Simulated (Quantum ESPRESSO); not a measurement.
```cif
data_O3W
_chemical_formula_sum 'O3 W1'
_space_group_name_H-M_alt 'P 1'
_space_group_IT_number 1
_cell_length_a 3.79496
_cell_length_b 3.79496
_cell_length_c 3.79496
_cell_angle_alpha 90.000
_cell_angle_beta 90.000
_cell_angle_gamma 90.000
loop_
_space_group_symop_operation_xyz
  'x, y, z'
loop_
_atom_site_label
_atom_site_type_symbol
_atom_site_fract_x
_atom_site_fract_y
_atom_site_fract_z
_atom_site_occupancy
O1 O 0.00000 0.00000 0.50000 1
O2 O 0.50000 0.00000 0.00000 1
O3 O 0.00000 0.50000 0.00000 1
W1 W 0.00000 0.00000 0.00000 1
```

Cell and atoms were relaxed with PBEsol from Materials Project entry mp-19390, within its symmetry.

Question: What does PBEsol (pw.x of Quantum ESPRESSO, ONCV potentials, without SOC) give for the electronic structure near the Fermi level?

Answer: The PBEsol gap is indirect, 0.60 eV, from R to Γ; the smallest direct gap is 1.66 eV. Another valence extremum on the path lies within 0.02 eV, too close to call. Spin-orbit coupling is left out, which matters for elements this heavy: edges can move by tenths of an eV. The cell is held in this high symmetry; tilts and polar distortions were not searched.

The structure is a Materials Project entry; no match was found in the copy of COD used, and its stability was not checked.
